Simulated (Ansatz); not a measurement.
The relaxed structure here is a generated cell of ZnSnP2: the first start was made by placing the elements on the sites of a structure type, and the end was not matched to a known phase here, so it may be hypothetical.

The start is a generated cell, ZnSnP2 placed in the AFLOW prototype ABC2_hP8_194_d_a_f (as in AlCr2C). A full variable-cell relaxation at zero pressure is run with PBEsol (plane waves to 420 eV, PAW, scalar-relativistic; Ansatz, a program for electronic structure). The first steps use a coarse 7×7×2 k-mesh.

Input geometry:
```
ZnSnP2
1.0
    3.57881     0.00000     0.00000
   -1.78941     3.09934     0.00000
    0.00000     0.00000    16.04209
Zn P Sn
2 4 2
Direct
  0.33333   0.66667   0.75000
  0.66667   0.33333   0.25000
  0.33333   0.66667   0.08600
  0.66667   0.33333   0.58600
  0.66667   0.33333   0.91400
  0.33333   0.66667   0.41400
  0.00000   0.00000   0.00000
  0.00000   0.00000   0.50000
```

- Initial pressure = +7 GPa (positive: the cell is compressed)
- Largest initial force = about 3.0 eV/Å, on P3, P4, P5, P6 (atoms numbered as listed)
- Energy released = 0.67 eV/atom
- Volume change = -16.0 %, from 22.24 to 18.68 Å³/atom
- Optimiser moves = 17

It ends as:

Space group P6₃/mmc (No. 194); a = b = 3.796 Å, c = 11.975 Å, α = β = 90.00°, γ = 120.00°

| atom | site | symmetry | x | y | z |
|---|---|---|---|---|---|
| Zn | 2d | -6m2 | 0.6667 | 0.3333 | 0.2500 |
| P | 4f | 3m. | 0.3333 | 0.6667 | 0.1419 |
| Sn | 2a | -3m. | 0.0000 | 0.0000 | 0.0000 |

Final values are on a 14×14×4 k-mesh of the relaxed cell. No spin polarisation in the result.

The run could not lower the symmetry of its start; a shaken copy of this end point relaxes with PBEsol to C2/c (No. 15), 0.05 eV/atom lower.
